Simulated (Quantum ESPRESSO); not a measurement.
# Band energies of CaCrO4

```
CaCrO4
1.0
   -3.62197     3.62197     3.13593
    3.62197    -3.62197     3.13593
    3.62197     3.62197    -3.13593
O Ca Cr
8 2 2
Direct
  0.22979   0.90999   0.31980
  0.65999   0.84019   0.18020
  0.59019   0.90999   0.68020
  0.65999   0.47979   0.81980
  0.52021   0.34001   0.18020
  0.09001   0.77021   0.68020
  0.15981   0.34001   0.81980
  0.09001   0.40981   0.31980
  0.75000   0.25000   0.50000
  0.00000   0.00000   0.00000
  0.50000   0.50000   0.00000
  0.25000   0.75000   0.50000
```

PBEsol (Quantum ESPRESSO, PseudoDojo norm-conserving, 94 Ry, without SOC); path ΓXMΓZPNZ1M,XP; energies in eV from the valence-band maximum.

```
k (1/Å)  point  band 44  band 45  band 46  band 47  band 48  band 49  band 50  band 51
-------  -----  -------  -------  -------  -------  -------  -------  -------  -------
0.00         Γ    -0.54    -0.41    -0.22    -0.22     0.00     2.31     2.69     3.17
0.41              -0.69    -0.46    -0.38    -0.35    -0.18     2.65     2.80     2.99
0.61         X    -0.62    -0.57    -0.57    -0.30    -0.30     2.83     2.83     3.03
0.82              -0.65    -0.57    -0.57    -0.36    -0.36     2.84     2.84     3.06
1.23         M    -0.70    -0.59    -0.59    -0.55    -0.55     2.85     2.85     3.18
1.40              -0.67    -0.62    -0.54    -0.51    -0.49     2.83     2.87     3.09
1.75              -0.66    -0.41    -0.39    -0.36    -0.14     2.60     2.74     3.04
2.09         Γ    -0.54    -0.41    -0.22    -0.22     0.00     2.31     2.69     3.17
2.62              -1.18    -0.80    -0.17    -0.17    -0.13     2.79     2.87     3.12
2.97         Z    -0.76    -0.76    -0.54    -0.42    -0.42     2.83     2.91     3.16
3.51              -0.89    -0.53    -0.49    -0.41    -0.22     2.91     2.98     3.01
3.69         P    -0.75    -0.66    -0.66    -0.30    -0.30     2.98     2.98     3.02
3.91              -0.78    -0.62    -0.52    -0.30    -0.18     2.89     2.92     3.05
4.12         N    -0.81    -0.63    -0.58    -0.15    -0.14     2.85     2.88     3.08
4.27              -0.90    -0.66    -0.48    -0.19    -0.16     2.84     2.91     3.06
4.70        Z1    -0.76    -0.76    -0.54    -0.42    -0.42     2.83     2.91     3.16
4.70         M    -0.70    -0.59    -0.59    -0.55    -0.55     2.85     2.85     3.18
5.31         X    -0.62    -0.57    -0.57    -0.30    -0.30     2.83     2.83     3.03
5.81         P    -0.75    -0.66    -0.66    -0.30    -0.30     2.98     2.98     3.02
```

The PBEsol gap is direct, 2.31 eV at Γ.

The 3d shell has no Hubbard U; the runs are without spin polarisation, and magnetic order was not tried.

Geometry of the Materials Project entry, not relaxed at this level.
